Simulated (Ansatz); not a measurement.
Two states of GaFe3

```
Fe Ga
1.0
     3.67905    0.00000    0.00000
     0.00000    3.67905    0.00000
     0.00000    0.00000    3.67905
Fe Ga
3 1
Direct
  0.00000 0.50000 0.50000
  0.50000 0.00000 0.50000
  0.50000 0.50000 0.00000
  0.00000 0.00000 0.00000
```

The numbers come from plane-wave PAW DFT (Ansatz): PBE0, 420 eV, 5×5×5 Γ-centred k points, fermi-dirac occupations (width 0.1 eV). Nothing was relaxed.

State A: Fe1 up, Fe2 up, Fe3 down (collinear spin). State B: Fe1 up, Fe2 up, Fe3 up (collinear spin).

Question: Which state is lower, and how do they differ?

Answer: State B is lower by 272.8 meV an atom at zero smearing.

| state | free energy (meV/atom) | largest moment in a small sphere (μB) | net moment (μB/cell) | gap on mesh (eV) | pressure (GPa) | largest force (eV/Å) |
| --- | --- | --- | --- | --- | --- | --- |
| A | 272.7 | 3.15 | 3.07 | metal | 10.3 | 0.00 |
| B | 0.0 | 2.93 | 8.00 | metal | 2.3 | 0.00 |

Origin: a database entry at a rescaled volume. Caveats: the k mesh is coarse if the cell is a metal; the exchange threshold is loose for a stress; the SCF threshold is loose for a stress; atoms or cell far from equilibrium.
